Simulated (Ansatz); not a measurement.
Computed with DFT PBE, scalar-relativistic, plane waves, PAW (Ansatz 0.2.0). All cells share a 420 eV cutoff and Γ-centred k meshes spaced about 0.3 Å⁻¹ or finer (0.25 for metals, 2π included). No spin polarisation.

These are static total energies at zero pressure.

Two relaxed structures of Be₄Se₃:

A.

Space group P-62m (No. 189). a = 6.231 Å, b = 6.231 Å, c = 4.650 Å, α = 90.00°, β = 90.00°, γ = 120.00°
| atom | site | symmetry | x | y | z |
| --- | --- | --- | --- | --- | --- |
| Be | 2e | 3.m | 0.0000 | 0.0000 | 0.7762 |
| Be | 2d | -6.. | 0.3333 | 0.6667 | 0.5000 |
| Se | 3g | m2m | 0.3171 | 0.0000 | 0.5000 |

B.

Space group P-4m2 (No. 115). a = 3.526 Å, b = 3.526 Å, c = 9.315 Å, α = 90.00°, β = 90.00°, γ = 90.00°
```tsv
atom	site	symmetry	x	y	z
Be	2g	2mm.	0.0000	0.5000	0.5682
Be	2g	2mm.	0.0000	0.5000	0.1426
Se	2f	2mm.	0.5000	0.5000	0.7129
Se	1a	-4m2	0.0000	0.0000	0.0000
```

Question: Which would you expect to be lower, and how large is the difference?

Answer: B is lower, by 59 meV/atom. A has space group P-62m (No. 189), 22.3 Å³/atom and a gap of 0.69 eV on its mesh; B has space group P-4m2 (No. 115), 16.5 Å³/atom and a gap of 0.49 eV. Counting Se atoms around Be (those within 1.25 times the shortest such distance or 1.15 times the sum of covalent radii, 1.27 where that leaves under three; a slash parts the counts of unlike sites), A has Be 3 and B has Be 2/4. In A, Be on a site of symmetry 3m has 1 Be at 2.08 Å, 3 Se at 2.36 Å and 1 Be at 2.57 Å; Be on a site of symmetry -6 has 3 Se at 2.13 Å; Se is surrounded by 2 Be at 2.13 Å and 2 Be at 2.36 Å. In B, Be on its first site has 2 Se at 2.22 Å; Be on its second site has 4 Se at 2.21–2.22 Å; Se on a site of symmetry 2mm has 4 Be at 2.22 Å; 1 more site not described. Both come from trial cells of a structure search, whose lowest cell (C2, 18.1 Å³/atom) lies 53 meV/atom below the lower of the two.

No dispersion correction is applied, so the spacing and binding between layers, chains or molecules are poorly described (P-4m2), and this can change margins and order among such cells. Kohn–Sham gaps at this level usually fall short of measured ones. With atoms moved at random, B (by 53 meV/atom) fell into a lower structure and A came back. Some structure types and database cells were kept out of the candidates from the start, so a known form may be missing.
